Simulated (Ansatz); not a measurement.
Mg, DFT, PBEsol, all-electron PAW with datasets made for the crystal, scalar-relativistic (Ansatz 0.2.0), run on 1 thread of Intel(R) Xeon(R) Platinum 8488C (Sapphire Rapids) on a shared host.

The cell is COD entry 9008506, as deposited and not checked against the literature; nothing was relaxed. The listed cell was then made from it by scaling, straining or moving an atom.

Command: `ansatz run input.yaml --threads 1 --pin off --max-ram 3072MiB --backend cpu --events-out ev --progress --plain --runs-dir out`

```yaml
crystal:
  lattice:
    - [3.2092715325, -0.048139073, -0.048139073]
    - [-1.6463254263, 2.8033802113, -0.0176201236]
    - [-0.07815495, -0.07815495, 5.21033]
  atoms:
    - { symbol: Mg, position: [0.3333333333, 0.6666666667, 0.25] }
    - { symbol: Mg, position: [0.6666666667, 0.3333333333, 0.75] }
kpoints:
  mp_grid: { grid: [12, 12, 7] }
scf:
  occupations: { method: fermi_dirac, width: 0.08 }
hamiltonian:
  xc: pbesol
  pseudopotentials: { kind: all_electron, datasets: crystal }
output:
  forces: true
  stress: true
  eigenvalues: true
  efg: { contact_densities: true }
```

Q: How large is the problem that the program sets up?

A: 506 irreducible k-points, 107 plane waves at Γ, 7 bands.

Q: About how long does it take, and how much memory does it use?

A: 7.7 s of wall time for 6 SCF iterations, with a peak of 0.39 GiB. Times on shared machines scatter by tens of per cent.

Q: And the same cell and mesh by frozen-core PAW, asked for forces, stress, eigenvalues, efg, on the same hardware?

A: 8 s, peak memory 0.56 GiB.
